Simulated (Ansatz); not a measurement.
V2O5 in space group C2/m (No. 12; V on 4i, O on 2d, O on 4i, O on 4i), plane-wave PAW r²SCAN+D4 (Ansatz code). The conduction-band minimum lies at Y2, with 1 equivalent valley. Second derivatives d²E/dk² of the lowest band at one valley (eV·Å²), along Cartesian directions:

```csv
direction,d²E/dk²
[100],2.599
[010],6.820
[001],1.227
[110],4.709
[101],2.357
[011],4.024
```

Q: Find the principal effective masses, the density-of-states mass and the conductivity mass.

A: Off-diagonal terms follow from H_xy = H[110] − (H_xx + H_yy)/2, and m*/mₑ = 7.620 eV·Å² over each eigenvalue: 1.1, 2.8, 7.0. One valley's DOS mass (m₁m₂m₃)^(1/3) = 2.8, conductivity mass 3/(Σ 1/mᵢ) = 2.1 mₑ.

Q: What effective density of states Nc follows at 300 K for parabolic valleys?

A: Nc = 2.509e19 × 1 × (2.8)^(3/2) ≈ 1.2e20 cm⁻³.

The first step of the workflow began from a Materials Project structure, measured or hypothetical; the Crystallography Open Database copy checked does not list it. COD files the formula under space group No. 31, 59, so this cell is another polymorph or a model. Whether it is the stable phase at ambient conditions was not checked. The cell was relaxed with r²SCAN+D4 under the symmetry of its start; its stability against distortions is not shown here. The run is not spin-polarised. No Hubbard U is applied.

Potentials: the later of the program's two PAW sets.

Edges and masses are those of Kohn–Sham bands, whose gap is no quasiparticle gap.
